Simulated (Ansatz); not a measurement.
Given:

SnI4:
```yaml
crystal:
  lattice:
    - [5.84922, 0.00000, 0.00000]
    - [0.00000, 5.84922, 0.00000]
    - [0.00000, 0.00000, 5.84922]
  atoms:
    - { symbol: Sn, position: [0.00000, 0.00000, 0.00000] }
    - { symbol: I, position: [0.26431, 0.73569, 0.73569] }
    - { symbol: I, position: [0.73569, 0.73569, 0.26431] }
    - { symbol: I, position: [0.73569, 0.26431, 0.73569] }
    - { symbol: I, position: [0.26431, 0.26431, 0.26431] }
```

This is the LDA-relaxed structure.

Task: All from LDA (plane waves, PAW; program Ansatz), unless another level is named. Predict the HSE06 gap on the LDA cell.

Result: 1.10 eV.

Task: What about the hole effective mass, band 2 of 3 at the edge?

Result: 0.99 along [100], 0.99 along [110], 2.8 along [111] (mₑ).

Task: Predict the valence-band maximum.

Result: at Γ.

Space group P-43m. The first step of the workflow began from a Materials Project structure, measured or hypothetical; the Crystallography Open Database files this formula in space group No. 215, but the cells were not matched. Its standing as an ambient phase is unchecked. The cell was relaxed with LDA under the symmetry of its start; whether a distortion lowers the energy is not shown. A crystal of weakly bound molecules computed without a dispersion correction: the cell and the soft elastic constants depend strongly on that. Spin–orbit coupling is left out wherever it is not named.

Potentials: the later of the program's two PAW sets.
